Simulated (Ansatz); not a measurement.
MgO with Cd replacing Mg: which input changes reach the field gradients?

Cell: a supercell of MgO (rock salt type, Fm-3m) built from a measured structure from the Crystallography Open Database (COD) (the entry's cell lengths or inner coordinates differ somewhat from later room-temperature determinations), with all atoms left at the host's positions.

Space group Fm-3m (No. 225); a = 12.6510 Å.

| site | Wyckoff | site symmetry | x | y | z |
| --- | --- | --- | --- | --- | --- |
| Cd | 4a | m-3m | 0.0000 | 0.0000 | 0.0000 |
| Mg2 | 48h | m.m2 | 0.1667 | 0.1667 | 0.0000 |
| Mg5 | 32f | .3m | 0.3333 | 0.1667 | 0.1667 |
| Mg15 | 24e | 4m.m | 0.5000 | 0.5000 | 0.3333 |
| O28 | 32f | .3m | 0.1667 | 0.1667 | 0.1667 |
| O30 | 24e | 4m.m | 0.5000 | 0.5000 | 0.1667 |
| O32 | 48i | m.m2 | 0.5000 | 0.3333 | 0.3333 |
| O41 | 4b | m-3m | 0.5000 | 0.5000 | 0.5000 |

One atom of each set is listed; the run and its k-mesh use a cell of 54 atoms with edges of 8.95, 8.95, 8.95 Å.

Reference run. All values are calculated (Ansatz; DFT, PBE, plane waves and PAW, scalar-relativistic, 420 eV cutoff, Γ-centred 3×3×3 k-points, Fermi–Dirac smearing 0.01 eV), not measured.

It gives V_zz (10²¹ V/m²) O30 0.53 (η 0.00), among others. Each of these runs changes the input as listed (caps on SCF iterations aside):

A. hamiltonian.xc: pbe → lda
B. scf.convergence.dr2_threshold: not typed → 1e-09

Task: How does each run end, and how far do the gradients move?

Result: 

```csv
run,O30 V_zz (η),"largest change of a gradient tensor, all atoms",note
A,0.57 (0.00),0.04,converged
B,0.53 (0.00),0.00,converged
```

Run A moves them most, on O30 (V_zz from 0.53 to 0.57).

On the reference run: The defect repeats with the cell of 54 atoms, so it feels its images: sites between two images don't show the values beside a lone defect, and zeros or small values of η there can come from the images' arrangement. Without spin–orbit coupling (the program notes it for Cd) the gradients are little affected as a rule: paired runs on crystals with a gap mostly move them by under 2 % at such atoms. The cell keeps the host's lattice, where the PBE pressure is 8 GPa. The neighbours have not yet relaxed around the defect (largest force 2.6 eV/Å), so a real crystal will differ.
